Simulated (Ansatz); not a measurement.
# Calculation log, Ge (Fd-3m) (elastic constants by finite strains)

Method: PBEsol, all-electron LAPW in Ansatz 0.2.0, scalar-relativistic.

The cell comes from a PAW relaxation under the same functional.

Command:

```sh
ansatz run input.yaml --threads 1 --pin off --max-ram 2560MiB --backend cpu --events-out ev --progress --plain --runs-dir out
```

Input:

```yaml
crystal:
  lattice:
    - [0.0, 2.83817740848, 2.83817740848]
    - [2.83817740848, 0.0, 2.83817740848]
    - [2.83817740848, 2.83817740848, 0.0]
  atoms:
    - { symbol: Ge, position: [0.5, 0.5, 0.5] }
    - { symbol: Ge, position: [0.75, 0.75, 0.75] }
kpoints:
  mp_grid: { grid: [14, 14, 14] }
scf:
  occupations: { method: fermi_dirac, width: 0.08 }
hamiltonian:
  xc: pbesol
  pseudopotentials: { kind: all_electron, lapw: { basis_error: 0.001 } }
elastic:
  mode: relaxed_ion
  stencil: four_point
  amplitude: 0.005
```

The program printed:

```
Warning: RAYON_NUM_THREADS=1 ignored (pool sized by the plan → 1); use --threads N
LAPW: plane waves up to 9.431 Å⁻¹, error target 1.0e-3 eV per atom; small_component_spin mean_spin; Ge in spheres of 1.192 Å, 22 of its electrons in bands, Dirac shells [] (how accurate: ...
Engine: ansatz 0.2.0, x86_64-unknown-linux-gnu
Pseudopotentials: kind: all_electron
Pseudopotential: Ge, LAPW, valence charge 22, lapw/all_electron/scalar/gaussian/Ge, Koelling and Harmon's equation, gaussian nucleus
Functional definition: PBEsol
  exchange = pbesol_x
  correlation = pbesol_c
Crystal: 2 atoms, lattice volume = 45.724 Å³
Basis set: ecut = 338.8413935168934 eV, 645 PW (Γ), exchange–correlation at level 2
Bands: 27, of which v1, the nominal top of the filled ones, is band 22 counted from 1 (21 counted from 0)
Symmetry: 48 space group operations
Space group: Fd-3m (ITA 227), of the structure as read, at distance tolerance 3.6e-5 Å
k-points: 104 of 2744
Non-local potential: Ge, projectors of the file, none
Initial density: superposition of atomic densities (chi_scale 0.1, normalization cell)
Initial wavefunctions: plane waves of lowest kinetic energy (no species holds an atomic orbital)
Functional: x = pbesol(κ = 0.804, μ = 0.12345679012345678), c = pbesol(β = 0.046)
iter 1 solved again at ethr=9.03e-4 eV; its pass at ethr=1.00e-1 eV (dr2=3.97e-1 eV) is discarded
SCF iter   1: F=—  HF=-114149.792026 eV  |F-HF|=—  |Δ(HF+E_count)|=         —  Δρ=2.87e-2  dr2=4.00e-1  ethr=9.03e-4  ⟨swp⟩=2.1  Hψ=17317  notcnv=0
preconditioner: auto → none  [insulator: Δε(μ)=0.217 eV  Ē_g=24.174 eV  σ=0.080 eV  W_gap=0.59  n_scr=14 (ndim 8)  ℏωp=29.1 eV  f_vac=0.092  D(μ)=0.04/eV (n_scr^D=0)  ε∞_Penn≈2.4]
SCF iter   2: F=—  HF=-114149.695611 eV  |F-HF|=—  |Δ(HF+E_count)|=   9.64e-2  Δρ=1.26e-2  dr2=7.16e-2  ethr=9.03e-4  ⟨swp⟩=2.0  Hψ=8300  notcnv=0
iter 3 solved again at ethr=8.20e-7 eV; its pass at ethr=1.63e-4 eV (dr2=3.61e-4 eV) is discarded
SCF iter   3: F=—  HF=-114149.683077 eV  |F-HF|=—  |Δ(HF+E_count)|=   1.25e-2  Δρ=1.22e-3  dr2=3.64e-4  ethr=8.20e-7  ⟨swp⟩=2.8  Hψ=14105  notcnv=0
SCF iter   4: F=—  HF=-114149.679059 eV  |F-HF|=—  |Δ(HF+E_count)|=         —  Δρ=4.47e-4  dr2=5.11e-5  ethr=8.20e-7  ⟨swp⟩=3.0  Hψ=8388  notcnv=0
the basis was enlarged: its passes take 62.0 KiB over the memory plan, 1 of 1 planned eigensolver slots
SCF iter   5: F=—  HF=-114149.679075 eV  |F-HF|=—  |Δ(HF+E_count)|=   1.60e-5  Δρ=6.00e-5  dr2=1.04e-6  ethr=1.16e-7  ⟨swp⟩=3.0  Hψ=8019  notcnv=0
SCF iter   6: F=—  HF=-114149.679077 eV  |F-HF|=—  |Δ(HF+E_count)|=   1.60e-6  Δρ=6.29e-6  dr2=1.28e-8  ethr=2.36e-9  ⟨swp⟩=3.0  Hψ=8239  notcnv=0
SCF iter   7: F=—  HF=-114149.679077 eV  |F-HF|=—  |Δ(HF+E_count)|=   1.98e-8  Δρ=5.05e-7  dr2=1.37e-10  ethr=2.91e-11  ⟨swp⟩=3.0  Hψ=8254  notcnv=0
SCF iter   8: F=—  HF=-114149.679077 eV  |F-HF|=—  |Δ(HF+E_count)|=  1.46e-10  Δρ=2.87e-8  dr2=3.28e-13  ethr=2.70e-12 (applied; sched 1.00e-12)  ⟨swp⟩=2.7  Hψ=7896  notcnv=0
SCF iter   9: F=-114149.679077 eV  HF=-114149.679077 eV  |F-HF|=1.46e-11  |Δ(HF+E_count)|=    0.00e0  Δρ=2.38e-9  dr2=1.46e-15  ethr=2.63e-12 (applied; sched 1.00e-12)  ⟨swp⟩=2.0  Hψ=7819  notcnv=0
[... 136 lines left out ...]
SCF iter   2: F=-114149.678263 eV  HF=-114149.678263 eV  |F-HF|=5.82e-11  |Δ(HF+E_count)|=  2.04e-10  Δρ=6.59e-9  dr2=1.13e-14  ethr=2.63e-12 (applied; sched 1.00e-12)  ⟨swp⟩=2.0  Hψ=32146  notcnv=0
SCF 18 converged in 2 iterations: F = -114149.678263 eV  dr2 = 1.13e-14
SCF converged after 9 iterations
Free energy (F): -114149.679077 eV
Harris-Foulkes:  -114149.679077 eV  (|F-HF|=1.46e-11)
Internal energy: -114149.677647 eV  (E = F + TS)
E sigma→0 (E₀):  -114149.678362 eV
Entropy (-TS):   -0.001430 eV (-0.715 meV/atom)
Fermi energy:    9.749812 eV
--- Per-component energies (eV) ---
  E_band       = -2093.077221
  E_kinetic    = 116531.316610
  E_xc         = -4256.039932
  E_electrostatic = -226424.954325  (all electrons and nuclei)
  E_smearing   = -0.001430  (= −TS)
  E_closure    = 0.000000  (closes the sum)
  Σ components = -114149.679077   (vs F -114149.679077, Δ=0.00e0)
  Basis errors (estimates in eV, not in F): energy 4.4e-4 per atom: plane waves 4.0e-4 (2.3e-4 summed), levels above the bands 3.1e-43, relativity 1.3e-8, radial functions 4.1e-5, core shells 6.7e-11; eigenvalues (radial ...
--- Forces (eV/Å), atoms counted from 1 ---
  atom   1  Ge     0.00000000     0.00000000    -0.00000000
  atom   2  Ge    -0.00000000    -0.00000000    -0.00000000
  max |Σ_I F_I| component: 1.45e-18 eV/Å
--- Stress (GPa, compression-positive) ---
        0.001583       0.000000       0.000000
        0.000000       0.001583       0.000000
        0.000000       0.000000       0.001583
  P = ⅓ Tr σ = 0.0016 GPa (0.016 kbar)
--- Elastic constants: 2 strain directions × 4 members + reference (group order 48) ---
  dense FFT box of the reference and of every strained cell: 30×30×30
  strains applied: 11, 23; error gains: componentwise 1.00 (the most a stress slope's error grows in a printed constant), spectral 1.73 (1 for all six strains in a standard setting)
  C = ∂σ_k/∂η_j (tension-positive GPa; Voigt order 11 22 33 23 13 12):
       113.760     43.519     43.519     -0.000     -0.000      0.000
        43.519    113.760     43.519      0.000     -0.000     -0.000
        43.519     43.519    113.760     -0.000      0.000      0.000
         0.000     -0.000     -0.000     57.027     -0.000      0.000
         0.000     -0.000     -0.000     -0.000     57.027     -0.000
        -0.000      0.000     -0.000     -0.000     -0.000     57.027
  reference stress σ⁰ (GPa):     -0.002     -0.002     -0.002     -0.000      0.000     -0.000
  no Pulay correction (none for the plane-wave cutoff is built on LAPW): the batch's stresses and constants are at fixed plane waves
  C* (energy form; C + prestress term) asymmetry max|C*_kj − C*_jk| = 2.842e-14 GPa — a small one proves nothing (zero by symmetry where the batch's group is 432, −43m or m−3m); a large one is finite-difference/SCF noise where ...
  moduli (Voigt/Reuss/Hill, GPa): K = 66.93/66.93/66.93   G = 48.26/45.64/46.95   E = 114.16   ν = 0.216
  mechanically stable: yes (min eigenvalue of sym C = 57.03 GPa)
  where every solve meets its electron count the energy-path curvature estimates C_jj along a normal strain and C_jj − ¼(σ⁰_aa + σ⁰_bb) along a shear (ab), closely only under elastic.basis: deformed
  strain η (Voigt 11):  stress-route row diagonal C_11 = 113.76 GPa, energy-path curvature d²(F+E_count)/dδ²/Ω₀ = 113.76 GPa
    cells at ±δ against ±2δ: C11 113.75 and 113.72 GPa, apart by 0.03 % of the column's largest entry
         δ    σ_11 (GPa)             F (eV)   n_scf  n_hpsi   n_pw
    -1.000e-2      -1.1562     -114149.6774325       7  182864    659   relax 0 steps, max|allowed force component| 6.07e-18 eV/Å
    -5.000e-3      -0.5747     -114149.6786665       7  183992    659   relax 0 steps, max|allowed force component| 6.07e-18 eV/Å
     5.000e-3       0.5628     -114149.6786753       8  201198    659   relax 0 steps, max|allowed force component| 6.72e-18 eV/Å
     1.000e-2       1.1182     -114149.6774749       8  200985    659   relax 0 steps, max|allowed force component| 6.72e-18 eV/Å
  strain η (Voigt 23):  stress-route row diagonal C_44 = 57.03 GPa, energy-path curvature d²(F+E_count)/dδ²/Ω₀ = 57.03 GPa
    cells at ±δ against ±2δ: C44 57.03 and 57.02 GPa, apart by 0.01 % of the column's largest entry
         δ    σ_23 (GPa)             F (eV)   n_scf  n_hpsi   n_pw
    -1.000e-2      -0.5702     -114149.6782630       2   94486    659   relax 3 steps, max|allowed force component| 1.67e-6 eV/Å
    -5.000e-3      -0.2851     -114149.6788733       2   94022    659   relax 2 steps, max|allowed force component| 3.71e-5 eV/Å
     5.000e-3       0.2851     -114149.6788733       2   94022    659   relax 2 steps, max|allowed force component| 1.41e-7 eV/Å
     1.000e-2       0.5702     -114149.6782630       2   94651    659   relax 2 steps, max|allowed force component| 4.65e-5 eV/Å
```

Self-consistency was reached.

**Elastic constants**

Elastic constants of a crystal by Kohn-Sham DFT: slopes of the stress over finite engineering strains of the given cell, Voigt indices, Cartesian axes as in the input.

```
Pressure at rest         : 0.002 GPa
Least elastic eigenvalue : 57.03 GPa
Elastically stable       : yes
```

```tsv
index	elastic (GPa)
11	113.8
12	43.52
44	57.03
```

Elastic moduli:

Hill averages of a grain aggregate, Debye temperature from the mean sound speed over directions.

- Bulk modulus: 66.93 GPa
- Shear modulus: 46.95 GPa
- Young modulus: 114.2 GPa
- Poisson ratio: 0.2157
- Bulk over shear modulus: 1.426
- Elastic anisotropy index: 0.2875
- Least young modulus: 89.68 GPa
- Largest young modulus: 133.2 GPa
- Longitudinal sound speed: 4955 m/s
- Transverse sound speed: 2983 m/s
- Elastic debye temperature: 344.4 K
- Linear compressibility (x, y, z): 4.98, 4.98, 4.98 1/TPa
- Zener ratio: 1.624
- Cauchy pressure: -13.51 GPa

**Strained cells**

Stress of each strained cell less that at rest, tension positive.

```csv
strain component,strain,stress xx (GPa),stress yy (GPa),stress zz (GPa),stress yz (GPa),stress xz (GPa),stress xy (GPa),relaxation steps
xx,-0.01,-1.155,-0.455,-0.455,0,0,0,0
xx,-0.005,-0.5731,-0.2225,-0.2225,0,0,0,0
xx,0.005,0.5644,0.2128,0.2128,0,0,0,0
xx,0.01,1.12,0.416,0.416,0,0,0,0
yz,-0.01,-0.0012,-0.0067,-0.0067,-0.5702,0,0,3
yz,-0.005,-0.0003,-0.0017,-0.0017,-0.2851,0,0,2
yz,0.005,-0.0003,-0.0017,-0.0017,0.2851,0,0,2
yz,0.01,-0.0012,-0.0067,-0.0067,0.5702,0,0,2
```

Caveats: the gap is closed or tiny at this level, so small that the run used smearing; responses move with mesh and smearing.

It took 25 min on 1 thread of Intel(R) Xeon(R) Platinum 8259CL CPU @ 2.50GHz (Skylake/Cascade Lake) (shared host), peak memory 1.4 GiB.
